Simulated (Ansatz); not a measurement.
The relaxed structure here is a generated cell of AlNi: the first start was made by a random draw of sites in a space group, and the end was not matched to a known phase here, so it may be hypothetical. Known forms of AlNi include space group No. 221.

A relaxed structure of AlNi. Computed with PBEsol (plane waves to 420 eV, PAW, scalar-relativistic; Ansatz, an electronic-structure program).

```
CELL_PARAMETERS angstrom
      0.00000     2.40018     2.40018
      2.40018     0.00000     2.40018
      2.40018     2.40018     0.00000
ATOMIC_POSITIONS crystal
  Al 0.50000 0.50000 0.50000
  Ni 0.00000 0.00000 0.00000
```

Determine the symmetry and give the standard cell with its independent sites.

Space group Fm-3m (No. 225); a = b = c = 4.800 Å, α = β = γ = 90.00°

| atom | site | symmetry | x | y | z |
|---|---|---|---|---|---|
| Al | 4b | m-3m | 0.5000 | 0.5000 | 0.5000 |
| Ni | 4a | m-3m | 0.0000 | 0.0000 | 0.0000 |

This is the rock salt type.

Give the shortest distances between elements (the closest pairs, up to four, under 3.6 Å).

Al–Ni 2.40 Å; Al–Al 3.39 Å; Ni–Ni 3.39 Å.

```yaml
volume_per_atom: 13.83 Å³
density: 5.14 g/cm³
band_gap: zero (metallic)
magnetic_moment: zero (the starting moments vanished)
```

No spin polarisation in the result: the starting moments vanished. A magnetic state may lie lower.

The run could not lose the symmetry of its start: the end is stationary, and may be a saddle point rather than a minimum.

All atoms sit on sites fixed by symmetry, so only the cell could relax.
